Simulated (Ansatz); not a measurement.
An Ansatz (a quantum-chemistry and plane-wave program) run. Input:

Ansatz 0.2 input:
```yaml
crystal:
  lattice:
    - [0.0, 3.9524345475, 3.9524345475]
    - [3.9524345475, 0.0, 3.9524345475]
    - [3.9524345475, 3.9524345475, 0.0]
  atoms:
    - { symbol: Sr, position: [0.0, 0.0, 0.0] }
    - { symbol: Ti, position: [0.25, 0.25, 0.25] }
    - { symbol: O, position: [0.0, 0.0, 0.5] }
    - { symbol: O, position: [0.0, 0.5, 0.0] }
    - { symbol: O, position: [0.5, 0.0, 0.0] }
    - { symbol: Ba, position: [0.5, 0.5, 0.5] }
    - { symbol: Ti, position: [0.75, 0.75, 0.75] }
    - { symbol: O, position: [0.5, 0.5, 0.0] }
    - { symbol: O, position: [0.5, 0.0, 0.5] }
    - { symbol: O, position: [0.0, 0.5, 0.5] }
kpoints:
  mp_grid: { grid: [5, 5, 5] }
hamiltonian:
  xc: r2scan
  pseudopotentials: { kind: paw }
scf:
  occupations: { method: fixed }
output:
  optics: { e_range: [0.0, 15.0], de: 0.05, sigma: 0.1, bands: { spectra_wanted_up_to: 12 eV } }
```

Output (shortened):

```
output.optics: the spectra are integrated over the Brillouin zone by k·p interpolation around the k-points, where levels, occupations, output.optics.sigma and …
Pseudopotential: Sr, paw, valence charge 10
Pseudopotential: Ti, paw, valence charge 12
Pseudopotential: O, paw, valence charge 6
Pseudopotential: Ba, paw, valence charge 10
Functional definition: r2SCAN
Crystal: 10 atoms, lattice volume = 123.488 Å³
Basis set: ecut = 500 eV, 3119 PW (Γ), exchange–correlation on 180×180×180 points (64 copies of the dense FFT grid, shifted against one another)
Bands: 50, of which v1, the nominal top of the filled ones, is band 40 counted from 1 (39 counted from 0)
Symmetry: 48 space group operations
Space group: Fm-3m (ITA 225), of the structure as read, at distance tolerance 5.0e-5 Å
k-points: 10 of 125
SCF iter   1: F=—  HF=-17958.235985 eV  |F-HF|=—  |Δ(HF+E_count)|=         —  Δρ=2.10e-2  dr2=6.69e-1  dr2_τ=4.91e-1  ethr=1.77e-3  ⟨swp⟩=5.0  Hψ=1892  notcnv=0  defer=65
preconditioner: auto → Resta (q_TF=auto, 2.538 Å⁻¹)
SCF iter   2: F=—  HF=-17958.448820 eV  |F-HF|=—  |Δ(HF+E_count)|=   2.13e-1  Δρ=9.93e-3  dr2=6.33e-2  dr2_τ=3.32e-2  ethr=8.36e-4  ⟨swp⟩=4.0  Hψ=1065  notcnv=0  defer=59
SCF iter   3: F=—  HF=-17958.441426 eV  |F-HF|=—  |Δ(HF+E_count)|=   7.39e-3  Δρ=3.57e-3  dr2=9.45e-3  dr2_τ=8.06e-4  ethr=7.91e-5  ⟨swp⟩=2.8  Hψ=762  notcnv=0  defer=71
SCF iter   4: F=—  HF=-17958.440668 eV  |F-HF|=—  |Δ(HF+E_count)|=   7.58e-4  Δρ=1.33e-3  dr2=1.41e-3  dr2_τ=2.40e-4  ethr=1.18e-5  ⟨swp⟩=2.1  Hψ=783  notcnv=0  defer=74
SCF iter   5: F=—  HF=-17958.440484 eV  |F-HF|=—  |Δ(HF+E_count)|=   1.84e-4  Δρ=2.68e-4  dr2=6.69e-5  dr2_τ=5.51e-6  ethr=1.76e-6  ⟨swp⟩=2.1  Hψ=693  notcnv=0  defer=75
SCF iter   6: F=—  HF=-17958.440487 eV  |F-HF|=—  |Δ(HF+E_count)|=   3.18e-6  Δρ=7.43e-5  dr2=7.94e-6  dr2_τ=4.94e-7  ethr=8.37e-8  ⟨swp⟩=2.1  Hψ=763  notcnv=0  defer=27
SCF iter   7: F=—  HF=-17958.440497 eV  |F-HF|=—  |Δ(HF+E_count)|=   9.91e-6  Δρ=9.00e-6  dr2=1.16e-7  dr2_τ=1.87e-8  ethr=9.93e-9  ⟨swp⟩=2.3  Hψ=733  notcnv=0  defer=26
SCF iter   8: F=—  HF=-17958.440607 eV  |F-HF|=—  |Δ(HF+E_count)|=   1.10e-4  Δρ=2.15e-6  dr2=7.77e-9  dr2_τ=2.34e-10  ethr=1.45e-10  ⟨swp⟩=2.5  Hψ=876  notcnv=0  defer=25
SCF iter  11: F=-17958.440607 eV  HF=-17958.440607 eV  |F-HF|=0.00e0  |Δ(HF+E_count)|=  2.55e-11  Δρ=1.39e-8  dr2=3.68e-13  dr2_τ=1.48e-13  ethr=1.00e-12  ⟨swp⟩=12.5  Hψ=2294  notcnv=0
SCF 1 converged in 11 iterations: F = -17958.440607 eV  dr2 = 3.68e-13
NSCF: frozen V_eff on 10 k-points
Optics k sum: 0 of 10 k-points
Optics k sum: 1 of 10 k-points
Optics k sum: 2 of 10 k-points
Optics k sum: 3 of 10 k-points
Optics k sum: 4 of 10 k-points
Optics k sum: 5 of 10 k-points
Optics k sum: 6 of 10 k-points
Optics k sum: 7 of 10 k-points
Optics k sum: 8 of 10 k-points
Optics k sum: 9 of 10 k-points
Optics k sum: 10 of 10 k-points
Optics k sum: 0 of 10 k-points
Optics k sum: 1 of 10 k-points
Optics k sum: 2 of 10 k-points
Optics k sum: 3 of 10 k-points
Optics k sum: 4 of 10 k-points
Optics k sum: 5 of 10 k-points
Optics k sum: 6 of 10 k-points
Optics k sum: 7 of 10 k-points
Optics k sum: 8 of 10 k-points
Optics k sum: 9 of 10 k-points
Optics k sum: 10 of 10 k-points
NSCF: frozen V_eff on 1 k-points
NSCF: frozen V_eff on 1 k-points
NSCF: frozen V_eff on 1 k-points
NSCF: frozen V_eff on 1 k-points
output.optics: what the bands over the 77 summed would add to eps1, eps2 and the energy-loss function is held between a lower and an upper bound (12 Lanczos …
SCF converged after 11 iterations
Free energy (F): -17958.440607 eV
Harris-Foulkes:  -17958.440607 eV  (|F-HF|=0.00e0)
Internal energy: -17958.440607 eV  (E = F + TS)
E sigma→0 (E₀):  -17958.440607 eV
Fermi energy:    9.850699 eV
--- Per-component energies (eV) ---
  E_band       = -413.147047
  E_kinetic    = 2025.542317
  E_local      = -4473.644590  (includes V_loc(G=0)·N_el)
  E_nonlocal   = 543.734052
  E_hartree    = 1651.167155
  E_xc         = -957.092080
  E_vxc        = -1238.733238  (∫ρ·V_xc dr)
  E_paw        = -11034.174599  (= ΣΔE_a)
  E_vpaw       = -648.217283  (= ΣTr[D̂ρ^β])
  E_aug_tail   = 0.006743  (compensation charges beyond the density's cutoff)
  E_vtau       = 75.830652  (kinetic-family band-sum trace: ∫τ·v_τ [+ j·A + Jᵃ·Aᵃ] dr)
  E_ewald      = -5713.205425
  E_core_change = -0.774180  (= ΣΔE_core)
  E_smearing   =  0.000000  (= −TS)
  E_closure    = 0.000000  (closes the sum)
  Σ components = -17958.440607   (vs F -17958.440607, Δ=0.00e0)
  [band-id]    e_kinetic+e_local+e_nonlocal+2·e_hartree+e_vxc+e_vpaw+e_augmentation_tail+e_vtau = -413.147036   (vs E_band -413.147047, Δ=1.11e-5)
--- Band table (eV; the first three rows and the last of 10) ---
  k-point 0: bands = ["-48.9162", "-48.9128", "-24.1368", "-24.1368", "-24.1368", "-24.0765", "-24.0765", "-24.0765", "-23.9765", "-15.1864", "-8.2423", "-7.4785", "-7.4785", "-7.1657", "-7.1657", "-7.1657", "-5.4882", "-5.4882", "-5.4882", "-0.5555", …
  k-point 1: bands = ["-48.9158", "-48.9131", "-24.1323", "-24.1311", "-24.1311", "-24.0921", "-24.0823", "-24.0823", "-23.9654", "-15.1751", "-8.2299", "-7.4699", "-7.4699", "-7.3947", "-7.2201", "-7.2201", "-5.4358", "-5.4358", "-5.3228", "-0.4763", …
  k-point 2: bands = ["-48.9150", "-48.9140", "-24.1293", "-24.1162", "-24.1162", "-24.1073", "-24.0976", "-24.0976", "-23.9531", "-15.1566", "-8.1170", "-7.8127", "-7.4319", "-7.4319", "-7.3281", "-7.3281", "-5.3545", "-5.3545", "-5.0906", "-0.3429", …
  k-point 9: bands = ["-48.9148", "-48.9142", "-24.1604", "-24.1392", "-24.1170", "-24.0979", "-24.0787", "-24.0734", "-23.9500", "-15.1442", "-8.2537", "-8.0246", "-7.4176", "-7.3708", "-7.3263", "-7.2726", "-5.2475", "-5.1923", "-5.1245", "-0.1489", …
```

Cost: roughly 2.4 core-minutes on shared cores.

The start of the workflow was typed in or built on a structure type; neither database checked (COD, Materials Project) lists it. Whether it is the stable phase at ambient conditions was not checked. The cell was relaxed with r²SCAN under the symmetry of its start; its stability against distortions is not shown here. The run is not spin-polarised. Spin–orbit coupling is left out wherever it is not named.

Potentials: the later of the program's two PAW sets.

Ansatz is a plane-wave DFT program.
